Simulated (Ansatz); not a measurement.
KCl (rock salt)

```xyz
2
Lattice="0.0000 3.1906 3.1906 3.1906 0.0000 3.1906 3.1906 3.1906 0.0000" Properties=species:S:1:pos:R:3 pbc="T T T"
Cl     0.0000     0.0000     0.0000
K      3.1906     3.1906     3.1906
```

Two-dimensional scan of atom 1 (Cl, nearest neighbour K at 3.191 Å; its periodic images, 4.5 Å or more away, move with it): u runs along (1.000, 0.000, 0.000), v along (0.000, 1.000, 0.000) (Cartesian). Cell and other atoms are fixed.

Calculation: PBE (plane waves to 420 eV, PAW, scalar-relativistic; Ansatz, a quantum-chemistry and plane-wave program). k mesh 7×7×7 (Γ-centred), Fermi-Dirac smearing 0.05 eV. E stands for the smeared free energy. KCl was relaxed with its symmetry unable to fall.

Changes of ΔE (eV/cell) from the point u = 0.000 Å, v = 0.000 Å when one coordinate moves alone (two changes are said to add if the coupling is within 5 % of the smaller one, nearly so within 20 %):

```tsv
point	change
u = 0.000 Å, v = -0.480 Å	0.17886
u = 0.000 Å, v = -0.240 Å	0.03425
u = -0.480 Å, v = 0.000 Å	0.17886
u = -0.240 Å, v = 0.000 Å	0.03425
u = 0.240 Å, v = 0.000 Å	0.03425
u = 0.480 Å, v = 0.000 Å	0.17886
u = 0.000 Å, v = 0.240 Å	0.03425
u = 0.000 Å, v = 0.480 Å	0.17886
```

### Question
What is the change at u = 0.240 Å, v = -0.480 Å, where both move, and how far is it from the sum?

### Answer
The sum of the single changes is 0.03425 + (0.17886) = 0.21311; the calculation gives 0.19860, so the coupling contributes -0.01451 (over 20 % of the smaller single change, not additive).

### Question
What is the change at u = -0.480 Å, v = -0.480 Å, where both move, and how far is it from the sum?

### Answer
The sum of the single changes is 0.17886 + (0.17886) = 0.35772; the calculation gives 0.29518, so the coupling contributes -0.06254 (over 20 % of the smaller single change, not additive).

(A displaced cell: forces are minus the slopes of the energy, force constants its curvatures, and phonons follow from these.)
